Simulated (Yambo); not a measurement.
A G0W0@PBE run in Yambo for BeSe (zinc blende, space group F-43m, No. 216) (4×4×4 Γ-centred k mesh, bands 11 to 156 and a 15 Ry block in the screening, 156 bands in G with the Bruneval-Gonze terminator, plasmon pole fitted at 27.2 eV) gives these matrix elements, in eV, at the band edges (Γ → X):

```tsv
state	E0	<Vxc>	<Σx>	<Σc(E0)>	Z
valence edge	0.000	-14.808	-17.166	1.311	0.807
conduction edge	2.618	-9.414	-5.370	-3.797	0.825
```

Task: Solve the linearised quasiparticle equation for both states, give the gap, and say how exchange and correlation each act on it.

Result: E = E0 + Z(Σx + Σc − Vxc). Valence: 0.000 + 0.807 × (-17.166 + (1.311) − (-14.808)) = -0.84 eV. Conduction: 2.618 + 0.825 × (-5.370 + (-3.797) − (-9.414)) = 2.82 eV. The gap is 3.67 eV, against 2.62 eV in PBE. Replacing Vxc by bare exchange alone would open it by 6.40 eV; correlation takes back 5.11 eV of that, and Z scales what is left. Nearest settings tried, and what they do to the gap: 83 bands in G: +3 meV; 83 bands in W, 83 bands in G: -35 meV; 9 Ry block (137 vectors against 259): -43 meV. Not varied: mesh. So the settings aren't converged at that level. Spin-orbit splittings are left out.

Geometry relaxed with PBEsol; primitive cell a = b = c = 3.6276 Å, α = β = γ = 60.00°.

The potentials are those of PseudoDojo's stringent table.
